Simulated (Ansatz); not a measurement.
Total density of states per atom from PBEsol (plane waves, PAW; program Ansatz), in 0.25 eV bins, energy from the Fermi level:

(E (eV), states/eV/atom): (-7.85, 0.17); (-7.60, 0.16); (-7.35, 0.19); (-7.10, 0.20); (-6.85, 0.23); (-6.60, 0.31); (-6.35, 0.31); (-6.10, 0.30); (-5.85, 0.34); (-5.60, 0.34); (-5.35, 0.32); (-5.10, 0.34); (-4.85, 0.36); (-4.60, 0.35); (-4.35, 0.34); (-4.10, 0.35); (-3.85, 0.40); (-3.60, 0.52); (-3.35, 0.52); (-3.10, 0.48); (-2.85, 0.54); (-2.60, 0.54); (-2.35, 0.58); (-2.10, 0.60); (-1.85, 0.64); (-1.60, 0.61); (-1.35, 0.68); (-1.10, 0.37); (-0.85, 0.17); (-0.60, 0.07); (-0.35, 0.03); (-0.10, 0.01); (0.15, 0.06); (0.40, 0.15); (0.65, 0.31); (0.90, 0.51); (1.15, 0.66); (1.40, 0.58); (1.65, 0.57); (1.90, 0.55); (2.15, 0.78); (2.40, 0.62); (2.65, 0.54); (2.90, 0.53); (3.15, 0.51); (3.40, 0.54); (3.65, 0.56); (3.90, 0.55); (4.15, 0.60); (4.40, 0.64); (4.65, 0.57)

Which compound is it?
A) Si, P6_422 (Si on 3c)
B) Si3W5, I4/mcm (Si on 4a, Si on 8h, W on 16k, W on 4b)
C) SiO2, P4_12_12 (Si on 4a, O on 8b)
D) SiRu, P2_13 (Ru on 4a, Si on 4a)

A, Si, P6_422 (Si on 3c). Within 0.5 eV of the Fermi level: Si 3p 65 %, Si 3s 23 %, outside the projected shells 12 %. Projections are on Löwdin-orthogonalised atomic valence shells; empty p or d shells of many metals are not among them.

The start of the workflow was typed in or built on a structure type; neither database checked (COD, Materials Project) lists it. It is not the phase usual at ambient conditions (space group No. 227). The PBEsol relaxation kept the symmetry of its start; of distortions, only those at the zone centre were tested.

Potentials: the later of the program's two PAW sets.
